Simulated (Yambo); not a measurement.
```
GaAs
1.0
    0.00000     2.81608     2.81608
    2.81608     0.00000     2.81608
    2.81608     2.81608     0.00000
Ga As
1 1
Direct
  0.00000   0.00000   0.00000
  0.75000   0.75000   0.75000
```

GaAs (zinc blende, space group F-43m, No. 216) under isotropic strain of -0.5 % on all lattice vectors: mean Im ε in 1 eV windows above the direct gap of 1.27 eV, for different electron-hole kernels (Yambo, broadening 0.15 eV, PBE (stringent potentials; Quantum ESPRESSO, PseudoDojo norm-conserving, 114 Ry, without SOC) bands; 8×8×8 mesh, 3 valence and 4 conduction bands, static screening with 39 bands and a 4 Ry block, scissor 0.66 eV, Tamm-Dancoff; field along x).

```tsv
window (eV)	independent quasiparticles	BSE
1.3 to 2.3	5.6	5.9
2.3 to 3.3	14	19
3.3 to 4.3	12	17
4.3 to 5.3	21	17
5.3 to 6.3	11	8.1
6.3 to 7.3	9.6	5.9
```

This run doesn't resolve bound excitons or single peaks, so only averages are given, and they too depend on the mesh; weight that the attraction moves below the gap isn't listed. All transitions below 8.30 eV are in the band window. The scissor comes from a G0W0 run whose convergence isn't established.

Spin-orbit splittings are left out.

Geometry strained from the cell relaxed with PBEsol, atoms relaxed again.
